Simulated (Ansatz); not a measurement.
**Data sheet: Rb2GeSe3 (DFT)**

Rb2GeSe3:
```
Rb2GeSe3
1.0
    6.75674     3.46413     0.00000
   -6.75674     3.46413     0.00000
   -5.45111     0.00000     8.05507
Rb Ge Se
4 2 6
Direct
  0.19136   0.80864   0.81996
  0.80864   0.19136   0.18004
  0.41250   0.58750   0.62993
  0.58750   0.41250   0.37007
  0.12080   0.87920   0.18849
  0.87920   0.12080   0.81151
  0.69554   0.30446   0.77243
  0.30446   0.69554   0.22757
  0.74163   0.74163   0.00000
  0.25837   0.25837   0.00000
  0.11117   0.88883   0.41617
  0.88883   0.11117   0.58383
```

Space group C2/m (No. 12); conventional cell a = 13.5135 Å, b = 6.9283 Å, c = 9.7262 Å, α = γ = 90.00°, β = 124.09°.

Method: DFT-LDA in the program Ansatz with PAW potentials. Geometry: relaxed at this level of theory. Other levels are named where they apply.

### Cell and energy

Volume per atom: 31.42 Å³
Density: 4.23 g/cm³
Formation energy from the elements (no fitted shifts): -0.85 eV/atom

### Electronic structure

- Band gap = 1.30 eV (indirect)
- Valence-band maximum = at Γ
- Conduction-band minimum = at M2 (k = 0.500, 0.500, 0.500 in fractions of the reciprocal vectors)
- Smallest direct gap on the standard path = 1.43 eV
- Electron effective mass = 0.70, 0.70, 1.9 mₑ (principal values)
- Hole effective mass = 0.86, 1.3, 2.7 mₑ (principal values)

### Mechanics

Bulk modulus (Birch–Murnaghan fit): 17.1 GPa
Pressure derivative B′: 4.4

The workflow started from a Materials Project entry (that database holds measured and hypothetical structures alike); the Crystallography Open Database files this formula in space group No. 12, but the cells were not matched. Whether it is the stable phase at ambient conditions was not checked. The cell was relaxed with LDA under the symmetry of its start; whether a distortion lowers the energy is not shown. The references are the lowest solids computed at this level, not always the standard phases. Spin–orbit coupling is left out wherever it is not named.

Potentials: the later of the program's two PAW sets.
